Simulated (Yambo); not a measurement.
**Ba2SrWO6: lowest vertical excitons**

```
CELL_PARAMETERS angstrom
      3.10886     1.79490     4.96825
     -3.10886     1.79490     4.96825
      0.00000    -3.58981     4.96825
ATOMIC_POSITIONS crystal
  O  0.78226 0.28590 0.66072
  O  0.21774 0.71410 0.33928
  O  0.66072 0.78226 0.28590
  O  0.33928 0.21774 0.71410
  O  0.28590 0.66072 0.78226
  O  0.71410 0.33928 0.21774
  Sr 0.00000 0.00000 0.00000
  Ba 0.74682 0.74682 0.74682
  Ba 0.25318 0.25318 0.25318
  W  0.50000 0.50000 0.50000
```

The geometry is that of Materials Project entry mp-19078, symmetrised and not relaxed again.

BSE in Yambo on PBEsol (Quantum ESPRESSO, PseudoDojo norm-conserving, 84 Ry, without SOC) bands: 4×4×4 mesh, 15 valence and 9 conduction bands, static screening with 101 bands and a 3 Ry block, scissor 1.66 eV, Tamm-Dancoff; field along x.

```tsv
state	energy (eV)	states within 2 meV	relative strength	class	main transitions
1	3.55	1	< 0.01	dark	several band pairs
2	3.65	1	< 0.01	dark	several band pairs
3	3.67	2	< 0.01	dark	several band pairs
4	3.71	2	< 0.01	dark	several band pairs
5	3.74	1	< 0.01	dark	several band pairs
6	3.89	2	0.02	weak	several band pairs
7	3.95	1	< 0.01	dark	several band pairs
8	4.04	1	< 0.01	dark	several band pairs
```

These are vertical excitations (zero momentum). The direct quasiparticle gap on this mesh is 4.49 eV; counted from there, state 1 is bound by 0.95 eV. On a 2×2×2 mesh the same difference is 1.03 eV.

Spin singlets only. Strengths are relative to the strongest of the lowest states of this run; strong means a line over 3 % of the spectrum's maximum, dark under 0.03 %. Absolute energies carry the error of the G0W0 scissor, whose convergence isn't established; the long-wavelength screening was taken along (1,1,1) although the crystal is anisotropic.

Spin-orbit coupling is left out, which matters for elements this heavy: edges can move by tenths of an eV.

The structure is a Materials Project entry; no match was found in the copy of COD used, and its stability was not checked.
